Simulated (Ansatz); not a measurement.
A plane-wave run on LaV₂

input.yaml (Ansatz 0.2.0)

```yaml
crystal:
  lattice:
    - [4.395179, 0.0, 0.0]
    - [-2.197589, 3.80634, 0.0]
    - [0.0, 0.0, 3.85008]
  atoms:
    - { symbol: V, position: [0.3333, 0.6667, 0.5], spin: 2.43 }
    - { symbol: V, position: [0.6666, 0.3333, 0.5], spin: -2.43 }
    - { symbol: La, position: [0.0, 0.0, 0.0] }
kpoints:
  mp_grid: { grid: [5, 5, 5], shift: [0, 0, 0] }
magnetization:
  spin_polarized: true
scf:
  occupations: { method: fermi_dirac }
hamiltonian:
  pseudopotentials: { kind: paw }
  xc: hse06
basis:
  ecutwfc: 420
  fft_grid_basis: typed
output:
  forces: true
  stress: true
  eigenvalues: true
  bader: true
  populations: true
  elf: true
  write_potential: true
  volumetric_format: npy
  dos:
    e_range: [-12, 8]
    de: 0.05
    projected: { site_lists: { La: [La], V: [V] } }
```

Magnetic state (reached from a saved solution, and it need not be the lowest): V1 up, V2 down.

Output (shortened):

```
SCF iter   1: F=—  Δρ=3.91e-2  dr2=1.73e0  dr2_m=7.12e-1  M=0.000 μB ∫|m|=4.286 μB
SCF iter   2: F=—  Δρ=3.18e-2  dr2=7.91e-1  dr2_m=5.05e-1  M=-0.000 μB ∫|m|=4.139 μB
SCF iter   3: F=—  Δρ=2.60e-2  dr2=1.02e-1  dr2_m=3.76e-1  M=0.000 μB ∫|m|=4.002 μB  defer=136
SCF iter   4: F=—  Δρ=1.61e-2  dr2=5.91e-2  dr2_m=1.43e-1  M=-0.001 μB ∫|m|=4.110 μB  defer=44
SCF iter   5: F=—  Δρ=3.88e-3  dr2=1.88e-2  dr2_m=4.53e-3  M=0.002 μB ∫|m|=4.115 μB  defer=7
SCF iter   6: F=—  Δρ=3.65e-3  dr2=5.77e-3  dr2_m=4.01e-3  M=-0.009 μB ∫|m|=4.094 μB  defer=45
SCF iter   7: F=—  Δρ=3.68e-3  dr2=5.82e-3  dr2_m=3.75e-3  M=0.011 μB ∫|m|=4.073 μB  defer=6
SCF iter   8: F=—  Δρ=6.91e-3  dr2=7.55e-2  dr2_m=5.00e-3  M=-0.038 μB ∫|m|=4.026 μB  defer=7  recentre
SCF iter   9: F=—  Δρ=2.69e-3  dr2=2.36e-3  dr2_m=2.86e-3  M=0.003 μB ∫|m|=3.988 μB  defer=2
SCF iter  10: F=—  Δρ=8.87e-4  dr2=1.70e-3  dr2_m=1.41e-4  M=0.001 μB ∫|m|=3.914 μB  defer=1
…
hybrid outer 2: dexx = +2.180e-4 eV, tail = 2.00e-6 eV, Δε = 2.62e-2 eV (about 9.83e-4 eV left of the loop's levels), ΔF = 2.04e-4 eV/Å (tail 8.02e-5)
SCF iter   1: F=—  Δρ=2.67e-5  dr2=7.22e-7  dr2_m=2.96e-7  M=-0.000 μB ∫|m|=6.314 μB
SCF iter   2: F=—  Δρ=2.92e-5  dr2=7.07e-7  dr2_m=3.74e-7  M=-0.000 μB ∫|m|=6.315 μB  defer=21
SCF iter   3: F=—  Δρ=2.40e-5  dr2=4.25e-7  dr2_m=2.61e-7  M=-0.000 μB ∫|m|=6.315 μB  defer=60
SCF iter   4: F=—  Δρ=6.20e-6  dr2=2.02e-8  dr2_m=1.68e-8  M=0.000 μB ∫|m|=6.315 μB  defer=39
SCF iter   5: F=—  Δρ=1.78e-6  dr2=3.74e-9  dr2_m=1.06e-9  M=-0.000 μB ∫|m|=6.315 μB  defer=6
SCF iter   6: F=—  Δρ=1.27e-6  dr2=2.29e-9  dr2_m=1.53e-10  M=0.000 μB ∫|m|=6.315 μB  defer=64
SCF iter   7: F=—  Δρ=9.40e-7  dr2=1.42e-9  dr2_m=1.16e-10  M=-0.000 μB ∫|m|=6.315 μB  defer=53
SCF iter   8: F=-12075.3580 eV  Δρ=1.58e-7  dr2=4.07e-11  dr2_m=6.42e-12  M=0.000 μB ∫|m|=6.315 μB  defer=63
hybrid outer 3: dexx = +8.723e-7 eV, tail = 5.74e-9 eV, Δε = 1.61e-3 eV (about 7.56e-5 eV left of the loop's levels), ΔF = 9.58e-6 eV/Å (tail 2.41e-5)
Magnetization: 0.0000 μB (18.5000 up, 18.5000 down)
Absolute magnetization: 6.3174 μB (∫|ρ↑−ρ↓|, with the PAW one-centre terms)
Spin contamination: 2.8875 ħ² per cell (⟨S²⟩ above its minimum at these occupations)
Per-site moments (μB) at R_I (Å): [(2.4281, 1.0466), (-2.4281, 1.0466), (-1.106e-7, 1.3138)]
Free energy (F): -12075.3580 eV
Frozen-core exchange: fock
Harris-Foulkes:  -12075.3580 eV  (|F-HF|=1.82e-11)
Internal energy: -12075.2888 eV  (E = F + TS)
E sigma→0 (E₀):  -12075.3234 eV
Entropy (-TS):   -0.0692 eV (-23.052 meV/atom)
Fermi energy:    13.0724 eV
--- Per-component energies (eV) ---
  E_band       = -460.7916
  E_kinetic    = 869.9419
  E_local      = -2813.9912  (includes V_loc(G=0)·N_el)
  E_nonlocal   = 14.2974
  E_hartree    = 1246.6788
  E_xc         = -321.2339
  E_vxc        = -380.3688  (∫ρ·V_xc dr)
  E_exx        = -116.7400  (= α·E_x^exact, valence–valence)
  E_paw        = -7614.6328  (= ΣΔE_a)
  E_vpaw       = -410.5492  (= ΣTr[D̂ρ^β])
  E_aug_tail   = 0.0005  (compensation charges beyond the density's cutoff)
  E_ewald      = -3339.0782
  E_core_change = -0.5314  (= ΣΔE_core)
  E_smearing   = -0.0692  (= −TS)
--- Stress (GPa, compression-positive) ---
       12.4343       0.0000       0.0000
        0.0000      12.4339       0.0000
        0.0000       0.0000       1.9492
  P = ⅓ Tr σ = 8.9391 GPa (89.391 kbar)
--- Löwdin populations: 3 sites ---
  site symbol       q [e]    m [muB]
     0      V     12.6552     3.1457
     1      V     12.6552    -3.1457
     2     La     11.4616     0.0000
  spilling = 0.0062 (of n_electrons = 37.0000)
--- Bader charges: 3 sites ---
  site symbol  charge [e]  shift [e]    m [muB]
     0      V     -0.4457     0.0000     3.0068
     1      V     -0.4458     0.0000    -3.0068
     2     La      0.8915     0.0000     0.0000
```

Total energies depend on the potentials used, so only differences within one code and one set of settings carry meaning.

Origin: a known structure type with other elements, at an estimated volume, so it need not be a known compound. Caveats: the exchange threshold is loose for a stress; the SCF threshold is loose for a stress; the k mesh is coarse if the cell is a metal.
